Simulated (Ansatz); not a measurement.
The cell below belongs to a search over invented structures; it isn't taken from experiment.

Input and command of a plane-wave DFT calculation in Ansatz:

```yaml
crystal:
  lattice:
    - [7.730062931, 0.0, 0.0]
    - [0.0, 4.2736355144, 2.3881350868]
    - [0.0, -4.2736355144, 2.3881350868]
  atoms:
    - { symbol: Te, position: [0.5, 0.8269373039, 0.8269373039] }
    - { symbol: Pb, position: [0.0, 0.5904836523, 0.5904836523] }
    - { symbol: S, position: [0.7508531918, 0.0457069307, 0.6097703863] }
    - { symbol: S, position: [0.2491468082, 0.6097703863, 0.0457069307] }
    - { symbol: S, position: [0.7508531918, 0.6097703863, 0.0457069307] }
    - { symbol: S, position: [0.2491468082, 0.0457069307, 0.6097703863] }
basis:
  ecutwfc: 500
kpoints:
  mp_grid: { grid: [4, 8, 8] }
  band_path:
    path:
      - [[0.0, 0.0, 0.0], [0.0, -0.5, 0.5], [0.0, -0.67193384, 0.32806616]]
      - [[0.0, -0.32806616, -0.32806616], [0.0, 0.0, 0.0], [0.5, 0.0, 0.0], [0.5, -0.32806616, -0.32806616]]
      - [[0.5, -0.67193384, 0.32806616], [0.5, -0.5, 0.5], [0.0, -0.5, 0.5]]
      - [[0.0, 0.0, 0.0], [0.0, -0.5, 0.0], [0.5, -0.5, 0.0], [0.5, 0.0, 0.0], [0.5, -0.5, 0.5]]
    npoints: 14
hamiltonian:
  xc: r2scan
scf:
  occupations: { method: gaussian, width: 0.1 }
  n_extra_bands: 15
output:
  forces: true
  stress: true
  eigenvalues: true
  populations: true
  dos: { projected: true, de: 0.02, nscf_kmesh: { grid: [5, 10, 10] } }
  bader: true
  write_density: true
  write_potential: true
  elf: true
  volumetric_format: npy
```

```bash
ansatz run input.yaml --threads 1 --pin off --max-ram 2560MiB --backend cpu --events-out ev --progress --plain --runs-dir out
```

Processor: AMD EPYC 7R43 64-Core Processor (Zen 3), 1 thread, on a host shared with other jobs.

**Question.** Estimate time, memory and problem size.

**Answer.** About 5.4 min, peak memory 1.3 GiB. It solves 42 bands at 63 k points (after reduction by symmetry) with about 4011 plane waves, in 7 SCF iterations.
